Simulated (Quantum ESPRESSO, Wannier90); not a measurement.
# Tight-binding from DFT: WBr6 (R-3)

```xyz
7
Lattice="-3.2802 5.6815 0.0000 -6.5605 0.0000 0.0000 -3.2802 1.8938 5.9655" Properties=species:S:1:pos:R:3 pbc="T T T"
W      0.0000     0.0000     0.0000
Br     2.0104    -0.0287     1.4200
Br    -2.0104     0.0287    -1.4200
Br    -1.0301    -1.7267     1.4200
Br     1.0301     1.7267    -1.4200
Br    -0.9803     1.7554     1.4200
Br     0.9803    -1.7554    -1.4200
```

Structure: Materials Project mp-28483, symmetrised, not relaxed again. Not found in the COD (Crystallography Open Database) copy used; not checked further. Computed values, not measurements, from PBEsol: Quantum ESPRESSO (norm-conserving PseudoDojo potentials, cutoff 60 Ry, no spin polarisation, no spin-orbit coupling) on a Γ-centred 4×4×4 mesh, then Wannier90. Density: 6×6×6 mesh, cold smearing 0.01 Ry. Spin-orbit coupling is left out although heavy elements are present.

Bands 32-33 form an isolated set from 4.09 to 4.46 eV relative to the valence-band maximum (on the path) and are turned into 2 Wannier functions by minimising the spread from the start: SCDM (isolated).

Q: Where do the functions sit, how wide are they and what are they made of?

A: 
```csv
functions,spread (Å²),"nearest atom, distance (Å)","second atom, distance (Å)",weight on atomic waves
2,5.88,W 0.00,Br 2.46,"W 5d 46 %, Br 4p 41 %"
```

Ω_I = 11.71 Å², Ω_total = 11.77 Å²; the interpolated bands follow pw.x to 1.4 meV rms on the path. Only this start was tried; a symmetric start can stop on a saddle, and mixtures of these functions could lower the total by at most Ω_total − Ω_I.
